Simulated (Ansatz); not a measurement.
# SnO2: do energies and stresses tell the same story?

Level of theory: Ansatz 0.2.0, DFT LDA, scalar-relativistic, plane waves, PAW.

Plane waves to 420 eV, a k mesh through Γ of 10×10×10 on the computed 6-atom cell and Gaussian smearing (0.02 eV); no spin polarisation.

Relaxed cell: I4_1/amd, a = 3.972 Å, b = 3.972 Å, c = 10.180 Å, α = 90.00°, β = 90.00°, γ = 90.00°, 6 atoms in the primitive cell. This form isn't the usual stable structure of the compound.

Energies at zero smearing and pressures from the stress tensor, at volumes with shape and atoms relaxed:
```json
{"V (Å³/atom)": "11.780", "E − E(first) (meV/atom)": "0.00", "P (GPa)": "25.16"}
{"V (Å³/atom)": "12.181", "E − E(first) (meV/atom)": "-53.95", "P (GPa)": "17.97"}
{"V (Å³/atom)": "12.583", "E − E(first) (meV/atom)": "-90.47", "P (GPa)": "11.28"}
{"V (Å³/atom)": "12.984", "E − E(first) (meV/atom)": "-111.04", "P (GPa)": "5.28"}
{"V (Å³/atom)": "13.386", "E − E(first) (meV/atom)": "-117.45", "P (GPa)": "-0.01"}
{"V (Å³/atom)": "13.788", "E − E(first) (meV/atom)": "-111.59", "P (GPa)": "-4.55"}
{"V (Å³/atom)": "14.189", "E − E(first) (meV/atom)": "-95.21", "P (GPa)": "-8.40"}
{"V (Å³/atom)": "14.725", "E − E(first) (meV/atom)": "-59.90", "P (GPa)": "-12.56"}
```

Problem. Check P = −dE/dV between neighbouring volumes, and get the bulk modulus from the pressures alone.

Solution. With 1 eV/Å³ = 160.2 GPa:
```
middle V (Å³/atom)  −ΔE/ΔV (GPa) mean P (GPa)
            11.980        21.524        21.565
            12.382        14.569        14.626
            12.784         8.208         8.279
            13.185         2.557         2.632
            13.587        -2.338        -2.283
            13.988        -6.534        -6.476
            14.457       -10.564       -10.481
```

The two differ by 0.08 GPa at most. The mean of two end pressures misses the average over a step by about ΔV² P″/12, up to 0.08 GPa here; with that taken off 0.02 GPa remains. Around V = 13.386 Å³/atom, the two neighbours give B = −V ΔP/ΔV = 13.386 × 9.83 / 0.803 = 163.8 GPa, against B0 = 160.3 GPa from the Birch–Murnaghan fit of the energies.